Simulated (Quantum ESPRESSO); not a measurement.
Simulation results for Si2Ge5C (made-up cell)

Calculation on a made-up crystal cell, not a measurement: periodic Kohn-Sham density functional theory in plane waves with PseudoDojo standard norm-conserving scalar-relativistic pseudopotentials, each functional with its own files (v0.5 for PBE, v0.4.1 for LDA and PBEsol), no spin polarisation, no spin-orbit coupling, atoms not relaxed, stress positive in tension, energies less a fixed whole-eV offset for each atom's element; levels are Kohn-Sham levels at fractions of this cell's reciprocal vectors, counted from the reference band (half the neutral cell's valence electrons, rounded up) at Gamma; error bars cover cutoff and k-mesh only, not smearing or the files; added strain carries the atoms with the cell, and shear is the tensor component; each bar is the largest change over components, and at least 0.002 eV, 0.002 eV per angstrom or 0.02 GPa; energies are for the whole cell, and the offsets were chosen from early runs and are not element reference energies. Program: Quantum ESPRESSO 7.5.

```cif
# cell vector a (Å): 5.6752 0.0515 -0.0167
# cell vector b (Å): 0.0515 5.8208 -0.0148
# cell vector c (Å): -0.0167 -0.0148 5.6238
data_Si2Ge5C
_symmetry_space_group_name_H-M 'P 1'
_symmetry_Int_Tables_number 1
_cell_length_a 5.6755
_cell_length_b 5.8210
_cell_length_c 5.6238
_cell_angle_alpha 90.298
_cell_angle_beta 90.340
_cell_angle_gamma 88.973
_cell_volume 185.76
loop_
_atom_site_label
_atom_site_type_symbol
_atom_site_fract_x
_atom_site_fract_y
_atom_site_fract_z
_atom_site_occupancy
Ge1 Ge 0.01397 0.02227 0.99722 1
Ge2 Ge 0.01273 0.48729 0.49823 1
C1 C 0.49129 0.98794 0.48702 1
Ge3 Ge 0.50545 0.49255 0.02428 1
Ge4 Ge 0.24676 0.24683 0.24033 1
Ge5 Ge 0.25176 0.74015 0.73126 1
Si1 Si 0.76154 0.24563 0.74968 1
Si2 Si 0.73832 0.73180 0.25751 1
_calc_lattice_type 'zincblende/diamond'
_calc_functional 'pbe'
_calc_cutoff 1116  # eV
_calc_fermi_dirac_smearing 0.1  # eV
_calc_scf_tolerance 1e-07  # eV
_calc_electrons_removed 0
_calc_k_mesh '6 x 6 x 6, shifted by half a step'
_calc_free_energy_less_offsets 1.135  # eV
_calc_smearing_term_minus_ts -0.02319  # eV
_calc_scf_iterations 11
_calc_pressure -5.713  # GPa
_calc_stress_xx 5.176  # GPa
_calc_stress_yy 7.407  # GPa
_calc_stress_zz 4.556  # GPa
_calc_stress_yz -2.106  # GPa
_calc_stress_xz -2.332  # GPa
_calc_stress_xy -1.442  # GPa
_calc_fermi_level -0.1499  # eV
_calc_reference_band 41
_calc_error_bar_energy 0.002  # eV
_calc_error_bar_stress 0.02512  # GPa
_calc_error_bar_force 0.007383  # eV/angstrom
_calc_error_bar_next_band_up 0.002  # eV
_calc_error_bar_fermi_level 0.01976  # eV
_calc_error_bars_from 'tighter rerun of a related cell'
```

Atoms:
| atoms element | atom site | atom energy offset (eV) |
| --- | --- | --- |
| Ge | 1 | -2430 |
| Ge | 2 | -2430 |
| C | 3 | -163 |
| Ge | 4 | -2430 |
| Ge | 5 | -2430 |
| Ge | 6 | -2430 |
| Si | 7 | -115 |
| Si | 8 | -115 |

Forces:
| site | x (eV/Å) | y (eV/Å) | z (eV/Å) |
| --- | --- | --- | --- |
| 1 | -1.299 | -2.44 | -0.6036 |
| 2 | -1.417 | 0.1331 | 0.04883 |
| 3 | 0.5268 | -0.4062 | 0.02387 |
| 4 | 0.1301 | -0.04872 | -1.806 |
| 5 | 1.93 | -1.021 | 1.831 |
| 6 | 1.533 | 1.702 | 0.2405 |
| 7 | -1.522 | -0.4185 | -0.8682 |
| 8 | 0.1176 | 2.499 | 1.134 |

Levels:
| level k point | next band up (eV) |
| --- | --- |
| Gamma | 0.07511 |
| (1/2,1/2,1/2) | -0.5528 |
| (0.15,0,0) | 0.1235 |
| (0,0.15,0) | 0.09403 |
| (0,0,0.15) | 0.1093 |
